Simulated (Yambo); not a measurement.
Yambo run on TiO₂ (space group Pbcn, No. 60). The wavefunctions come from this Quantum ESPRESSO step (PBEsol, PseudoDojo standard norm-conserving files, scalar-relativistic):

```
&CONTROL
  calculation = 'nscf'
  pseudo_dir = './pseudo'
  outdir = './out'
/
&SYSTEM
  ibrav = 0
  nat = 12
  ntyp = 2
  ecutwfc = 84.0
  ecutrho = 336.0
  occupations = 'fixed'
  force_symmorphic = .true.
  nbnd = 254
/
&ELECTRONS
  conv_thr = 1.2000000000000002e-08
  diago_full_acc = .true.
  diago_thr_init = 1e-08
/
ATOMIC_SPECIES
O 15.9990 O.upf
Ti 47.8670 Ti.upf
CELL_PARAMETERS angstrom
  4.545350000000   0.000000000000   0.000000000000
  0.000000000000   5.519620000000   0.000000000000
  0.000000000000   0.000000000000   4.909200000000
ATOMIC_POSITIONS crystal
O   0.728550000000   0.618280000000   0.081350000000
O   0.271450000000   0.381720000000   0.918650000000
O   0.771450000000   0.881720000000   0.581350000000
O   0.228550000000   0.118280000000   0.418650000000
O   0.228550000000   0.881720000000   0.918650000000
O   0.771450000000   0.118280000000   0.081350000000
O   0.271450000000   0.618280000000   0.418650000000
O   0.728550000000   0.381720000000   0.581350000000
Ti   0.500000000000   0.672990000000   0.750000000000
Ti   0.500000000000   0.327010000000   0.250000000000
Ti   0.000000000000   0.827010000000   0.250000000000
Ti   0.000000000000   0.172990000000   0.750000000000
K_POINTS automatic
4 2 2 0 0 0
```

Yambo input:

```
rim_cut
gw0
dyson
el_el_corr
HF_and_locXC
ppa
em1d
RandQpts= 1000000
RandGvec= 1 Ry
EXXRLvcs= 84 Ry
VXCRLvcs= 336 Ry
Chimod= "HARTREE"
% BndsRnXp
 5 | 253 |
%
NGsBlkXp= 8 Ry
% LongDrXp
 1.0 | 1.0 | 1.0 |
%
PPAPntXp= 27.2114 eV
% GbndRnge
 1 | 253 |
%
GTermKind= "BG"
DysSolver= "n"
ExtendOut
% QPkrange
 1 | 1 | 48 | 49 |
 2 | 2 | 48 | 49 |
 4 | 4 | 48 | 49 |
 9 | 9 | 48 | 49 |
 10 | 10 | 48 | 49 |
 11 | 11 | 48 | 49 |
 12 | 12 | 48 | 49 |
%
```

k points by index: 1 = Γ, 2 = (0, 0, -0.5), 4 = (0, -0.5, -0.5), 9 = (-0.5, 0, 0), 10 = (-0.5, 0, -0.5), 11 = (-0.5, -0.5, 0), 12 = (-0.5, -0.5, -0.5).

Resulting energies as the program prints them:

```
#    K-point    Band    Eo [eV]    E [eV]    E-Eo [eV]    Vxc [eV]    Vnlxc [eV]    Sc|Eo [eV]    Sc|E [eV]    dSc/dw|Eo [eV]    Re(Z)    Im(Z)
#
    1    48    0.000000    -0.199381    -0.199381    -19.98078    -24.72161    4.480393    4.541441    -8.326873    0.765690    -0.001339
    1    49    2.673486    3.982922    1.309436    -20.26592    -12.32521    -6.246935    -6.631271    -7.985889    0.773108    -0.001435
    2    48    -0.312222    -0.560580    -0.248358    -19.64062    -24.65587    4.690303    4.766889    -8.387183    0.764393    -0.001270
    2    49    2.603290    3.839274    1.235984    -19.82014    -12.27106    -5.956095    -6.313096    -7.858759    0.775911    -0.001405
    4    48    -0.457205    -0.697349    -0.240144    -19.60616    -24.45822    4.537956    4.611916    -8.376380    0.764625    -0.001370
    4    49    2.911124    4.194579    1.283455    -20.36186    -12.54765    -6.147495    -6.530759    -8.124843    0.770068    -0.001409
    9    48    -0.261256    -0.461886    -0.200630    -19.88287    -24.62477    4.479328    4.541266    -8.395577    0.764213    -0.001371
    9    49    3.100606    4.400842    1.300235    -20.50492    -12.58486    -6.227761    -6.619822    -8.204060    0.768345    -0.001439
    10    48    -0.503127    -0.762133    -0.259006    -19.75123    -24.72605    4.636331    4.715818    -8.347053    0.765256    -0.001338
    10    49    2.990949    4.314960    1.324011    -20.51630    -12.49679    -6.300000    -6.695501    -8.127392    0.770012    -0.001479
    11    48    -0.365458    -0.595973    -0.230515    -19.67363    -24.50842    4.532877    4.604279    -8.424276    0.763597    -0.001379
    11    49    2.968934    4.299295    1.330362    -20.32854    -11.99568    -6.601855    -7.002499    -8.193730    0.768569    -0.001472
    12    48    -0.817123    -1.079219    -0.262096    -19.42948    -24.29832    4.526179    4.606745    -8.360521    0.764966    -0.001381
    12    49    2.993300    4.277796    1.284496    -20.34740    -12.64415    -6.037344    -6.418762    -8.079171    0.771064    -0.001415
```
(The two width columns are left out.) Convergence of these settings isn't established.

Geometry of the Materials Project entry, not relaxed at this level.

This is not the ordinary phase of the substance; no match was found in the copy of COD used, and its stability was not checked.
